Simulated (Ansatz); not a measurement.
**Hf2Pd2Se2Br2O3: changing the pressure**

The cell as given:

```
Hf Pd Se Br O
1.0
     3.72613    0.00000    0.00000
    -1.86306    3.22692    0.00000
     0.00000    0.00000   17.00867
Hf Pd Se Br O
2 2 2 2 3
Direct
  0.66667 0.33333 0.93385
  0.33333 0.66667 0.06615
  0.00000 0.00000 0.30298
  0.00000 0.00000 0.69702
  0.33333 0.66667 0.22649
  0.66667 0.33333 0.77351
  0.66667 0.33333 0.39862
  0.33333 0.66667 0.60138
  0.33333 0.66667 0.92689
  0.66667 0.33333 0.07311
  0.00000 0.00000 0.00000
```

The cell comes from a database or a generator and needn't be the stable form of this composition.

Kept alike: task relaxation of cell and atoms; functional PBE; k mesh 6 × 6 × 2; occupations fermi-dirac, width 0.05 eV; no spin polarisation. Program: Ansatz, Ansatz PAW, cutoff 420 eV. The mesh is that of the run's cell of 11 atoms. No spin-orbit coupling.

| run | volume (Å³/atom) | first edge of the run's cell (Å) | third edge of the run's cell (Å) |
| --- | --- | --- | --- |
| A | 16.230 | 3.633 | 15.614 |
| B | 17.603 | 3.704 | 16.296 |
| C | 16.963 | 3.675 | 15.955 |

The relaxations keep at least the cell's symmetry (P-3m1). For a metal such a mesh leaves the last digits unconverged. Runs of this series that gave no sound value for these columns are left out. The runs follow the start's structure, whether or not it is the stable one at these pressures. Ansatz's relaxations hold a Pulay term in the stress (up to 0.2 GPa here). P is the pressure aimed at, which the runs meet within some hundredths to tenths of a GPa.

Problem. The runs differ in the pressure alone: 2; 5; 10 GPa. Which run is which?

Solution. Run A is 10 GPa; run B is 2 GPa; run C is 5 GPa. The volume falls from 17.603 to 16.230 Å³/atom between 2 and 10 GPa. The first edge of the run's cell falls from 3.704 to 3.633 Å between 2 and 10 GPa. The third edge of the run's cell falls from 16.296 to 15.614 Å between 2 and 10 GPa.
